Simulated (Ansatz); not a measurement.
Relaxed-ion elastic tensor of CuAu in space group R-3m (No. 166; Cu on 3b, Au on 3a) in GPa (Voigt order), DFT-LDA in the program Ansatz with PAW potentials; density 15.37 g/cm³, 14.07 Å³ per atom.

```
  231    162    154  -28.0    0.0    0.0
  162    231    154   28.0    0.0    0.0
  154    154    276    0.0    0.0    0.0
-28.0   28.0    0.0   56.8    0.0    0.0
  0.0    0.0    0.0    0.0   56.8  -28.0
  0.0    0.0    0.0    0.0  -28.0   34.8
```

Task: Is the crystal mechanically stable?

Result: Yes: the smallest eigenvalue of C is 15.7 GPa.

Task: Work out the Voigt, Reuss and Hill averages.

Result: K_V = 186, K_R = 185, K_H = 186; G_V = 47.6, G_R = 29.0, G_H = 38.3 GPa.

Task: Give Young's modulus, Poisson's ratio, Pugh's ratio and the universal anisotropy index.

Result: E = 9KG/(3K + G) = 108 GPa; ν = 0.40; K/G = 4.86 (ductile by the Pugh limit of 1.75); A_U = 5G_V/G_R + K_V/K_R − 6 = 3.20.

Task: Estimate the sound speeds and the Debye temperature.

Result: v_l = √((K + 4G/3)/ρ) = 3930 m/s, v_t = √(G/ρ) = 1580 m/s, mean 1790 m/s; Θ = (h/k)(3n/4πV)^(1/3) v_m = 220 K.

Task: Solve the Christoffel equation for the three sound speeds along x, y, z.

Result: Eigenvalues of C_ijkl n_j n_l equal ρv². In km/s, slowest first: x 1.01, 2.22, 3.88; y 1.50, 1.85, 3.91; z 1.92, 1.92, 4.24.

Task: How much does each axis shrink under pressure?

Result: Linear compressibilities β_i = Σ_j S_ij (j = 1 to 3): x 2.0, y 2.0, z 1.4 per TPa.

The workflow started from a Materials Project entry (that database holds measured and hypothetical structures alike); the Crystallography Open Database copy checked does not list it. It is not the phase usual at ambient conditions (space group No. 123). Symmetry was held in the LDA relaxation; its stability against distortions is not shown here. No spin polarisation was allowed. As this level gives no gap, shear constants depend on the k-mesh and smearing (Fermi–Dirac, 0.1 eV here). Scalar-relativistic: spin–orbit coupling is off unless named, which matters more the heavier the elements.

Potentials: the later of the program's two PAW sets.
